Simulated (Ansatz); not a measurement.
Input and command of a plane-wave DFT calculation in Ansatz:

```yaml
crystal:
  lattice:
    - [-2.5610820889, 2.5610820889, 1.3292653899]
    - [2.5610820889, -2.5610820889, 1.3292653899]
    - [2.5610820889, 2.5610820889, -1.3292653899]
  atoms:
    - { symbol: Si, position: [0.25, 0.75, 0.5] }
    - { symbol: Si, position: [0.5, 0.5, 0.0] }
basis:
  ecutwfc: 420
kpoints:
  mp_grid: { grid: [20, 20, 20] }
hamiltonian:
  xc: lda
scf:
  occupations: { method: gaussian, width: 0.15 }
output:
  forces: true
  stress: true
  eigenvalues: true
```

```bash
ansatz run input.yaml --threads 1 --pin off --max-ram 2560MiB --backend cpu --events-out ev --progress --plain --runs-dir out
```

Processor: Intel(R) Xeon(R) Processor @ 2.50GHz (Skylake/Cascade Lake), 1 thread, on a host shared with other jobs.

Problem. How long does it run, and how much memory does it take?

Solution. About 22 s on 1 thread of Intel(R) Xeon(R) Processor @ 2.50GHz (Skylake/Cascade Lake), with other jobs on the host, peak memory 0.48 GiB. It solves 8 bands at 641 k points (the mesh reduced by symmetry) with about 693 plane waves, in 6 SCF iterations.
